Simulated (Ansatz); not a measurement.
Total density of states per atom from LDA (plane waves, PAW; program Ansatz), in 0.25 eV bins, energy from the valence-band maximum:

```
E (eV)  states/eV/atom
------  --------------
-7.85             0.59
-7.60             0.00
-7.35             0.00
-7.10             0.04
-6.85             0.82
-6.60             0.00
-6.35             0.00
-6.10             0.00
-5.85             0.00
-5.60             0.00
-5.35             0.88
-5.10             0.62
-4.85             0.09
-4.60             0.11
-4.35             0.13
-4.10             0.18
-3.85             0.30
-3.60             0.29
-3.35             0.52
-3.10             0.55
-2.85             0.43
-2.60             0.45
-2.35             0.35
-2.10             0.28
-1.85             0.23
-1.60             1.26
-1.35             0.77
-1.10             0.84
-0.85             0.80
-0.60             0.70
-0.35             0.49
-0.10             0.29
0.15              0.00
0.40              0.00
0.65              0.00
0.90              0.00
1.15              0.00
1.40              0.00
1.65              0.00
1.90              0.00
2.15              0.00
2.40              0.00
2.65              0.00
2.90              0.00
3.15              0.00
3.40              0.00
3.65              0.00
3.90              0.00
4.15              0.00
4.40              0.00
4.65              0.00
4.90              0.00
5.15              0.00
5.40              0.00
5.65              0.00
5.90              0.00
6.15              0.03
6.40              0.18
6.65              0.29
6.90              0.23
7.15              0.38
7.40              0.43
7.65              0.44
7.90              0.39
8.15              0.43
8.40              0.22
8.65              0.41
8.90              0.28
9.15              0.24
9.40              0.30
9.65              0.34
9.90              0.39
10.15             0.34
10.40             0.40
10.65             0.50
10.90             0.50
```

Question: Which of these materials gives this?
A. Ta5Si3, I4/mcm (Si on 4a, Ta on 16l, Si on 8h, Ta on 4c)
B. Si2H2O3, R-3 (Pearson symbol hR28)
C. TiO2, Pbca (Ti on 8c, O on 8c, O on 8c)
D. Sr3SnO, anti-perovskite

Answer: B, Si2H2O3, R-3 (Pearson symbol hR28). Top 1 eV of the valence band: O 2p 67 %, H 1s 21 %, Si 3p 6 %. Bottom 1 eV of the conduction band: Si 3p 47 %, O 2s 13 %, Si 3s 11 %, O 2p 8 %, outside the projected shells 17 %. Projections are on Löwdin-orthogonalised atomic valence shells; empty p or d shells of many metals are not among them.

The first step of the workflow began from a Materials Project structure, measured or hypothetical; the Crystallography Open Database files this formula in space group No. 148, but the cells were not matched. Its standing as an ambient phase is unchecked. The LDA relaxation kept the symmetry of its start; whether a distortion lowers the energy is not shown. A crystal of weakly bound molecules computed without a dispersion correction: the cell and the soft elastic constants depend strongly on that.

Potentials: the later of the program's two PAW sets.
